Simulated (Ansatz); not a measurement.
ZnS:
```
CELL_PARAMETERS angstrom
      0.00000     2.69451     2.69451
      2.69451     0.00000     2.69451
      2.69451     2.69451     0.00000
ATOMIC_POSITIONS crystal
  S  0.75000 0.75000 0.75000
  Zn 0.00000 0.00000 0.00000
```

Relaxed with r²SCAN. DFT-r²SCAN in the program Ansatz with PAW potentials gives a gap of 2.70 eV.

### Question
What gap does HSE06 give on the same cell (Ansatz, PAW)?

### Answer
3.37 eV, 0.67 eV more. The hybrid was solved on a coarser mesh and at special points; its gap is the smallest among all of these.

| k | v1 r²SCAN | c1 r²SCAN | v1 HSE06 | c1 HSE06 |
|---|---|---|---|---|
| Γ | 0.00 | 2.70 | 0.00 | 3.37 |
| X | -2.31 | 3.71 | [?] | [?] |
| L | -0.90 | 3.82 | [?] | [?] |
| W | -2.82 | 6.03 | [?] | [?] |
| K | -1.88 | 4.49 | [?] | [?] |

### Question
Top valence (v1) and lowest conduction level (c1) in eV from each method's valence maximum (which need not be a listed point): supply the withheld HSE06 values.

### Answer

- W, v1 HSE06: -2.89
- W, c1 HSE06: 6.78
- X, v1 HSE06: -2.37
- X, c1 HSE06: 4.36
- L, v1 HSE06: -0.92
- L, c1 HSE06: 4.58
- K, v1 HSE06: -1.93
- K, c1 HSE06: 5.22

Cost on shared cores: the r²SCAN run (SCF on a 9×9×9 mesh, then bands and DOS) roughly 17 core-seconds, the HSE06 run (SCF on 7×7×7, then a few points) roughly 100 core-seconds; the tasks are unlike.

Space group F-43m (zinc blende). The r²SCAN relaxation kept the symmetry of its start; phonons on a q-mesh show no instability.

Potentials: the later of the program's two PAW sets.
